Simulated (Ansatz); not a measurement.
The guess for Li3ZrN2 was made by a generator: random cell by space group and Wyckoff sites (R-3m, No. 166). Lengths were set from tabulated atomic sizes, so they are only a guess.

Space group R-3m:H (No. 166). a = 4.340 Å, b = 4.340 Å, c = 14.199 Å, α = 90.00°, β = 90.00°, γ = 120.00°
```json
{"atom": "Li", "site": "9e", "symmetry": ".2/m", "x": "0.5000", "y": "0.0000", "z": "0.0000"}
{"atom": "Zr", "site": "3a", "symmetry": "-3m", "x": "0.0000", "y": "0.0000", "z": "0.0000"}
{"atom": "N", "site": "6c", "symmetry": "3m", "x": "0.0000", "y": "0.0000", "z": "0.8841"}
```

The calculation used DFT PBE, scalar-relativistic, plane waves, PAW in Ansatz 0.2.0. Cutoff 420 eV, Gaussian smearing, Γ-centred meshes. Cell and atoms relax first on a coarse mesh and then on a finer one. In between, the cell is made exact in the group found at 0.06 Å. In metals the finer mesh still leaves noise of several meV/atom or more. The steps can't lower the symmetry of their start. No spin polarisation in the relaxation; trial moments died out in a coarse test.

A guess keeps its type if space group and coordination stay and the shape of the cell changes little (axis ratios within about 15 %, angles within 6°); the volume may change.

**Question.** Will the relaxed cell still be of the starting type?

**Answer.** It doesn't keep its type. The symmetry stays R-3m (No. 166). The volume per atom grows by 14.3 %, from 12.9 to 14.7 Å³. The shortest distance goes from 1.65 Å (Zr–N) to 1.89 Å (Li–N). The ratio c/a of the conventional cell changes by a factor of 0.40. Counting neighbours within 15 % of an atom's shortest distance, the start has Li 6, N 1, Zr 2 and the end Li 2, N 4, Zr 2. In detail, at the end around Li lie 2 N at 1.89 Å, 4 Zr at 3.07–3.23 Å and 8 Li at 3.07–3.23 Å; Zr has 2 N at 2.04 Å and 12 Li at 3.07–3.23 Å; around N lie 3 Li at 1.89 Å and 1 Zr at 2.04 Å.

```
Li Zr N
1.0
     3.07170    1.77345    2.69895
    -3.07170    1.77345    2.69895
     0.00000   -3.54689    2.69895
Li Zr N
3 1 2
Direct
  0.50000 0.50000 0.00000
  0.00000 0.50000 0.50000
  0.50000 0.00000 0.50000
  0.00000 0.00000 0.00000
  0.74794 0.74794 0.74794
  0.25206 0.25206 0.25206
```

Energies over the elements count from the elements' standard structures at the same level (N₂ as a molecule), with no fitted energy shifts.

**Question.** At what energy does it end?

**Answer.** −0.08 eV/atom.

The last run used a 12×12×12 mesh for its 6-atom cell and Gaussian smearing of 0.10 eV. Symmetry constrained the relaxation, so the result can be a saddle point. Another cell of Li3ZrN2 relaxed alike, in Pm, lies 0.55 eV/atom lower, so this cell isn't the stable form at this level.
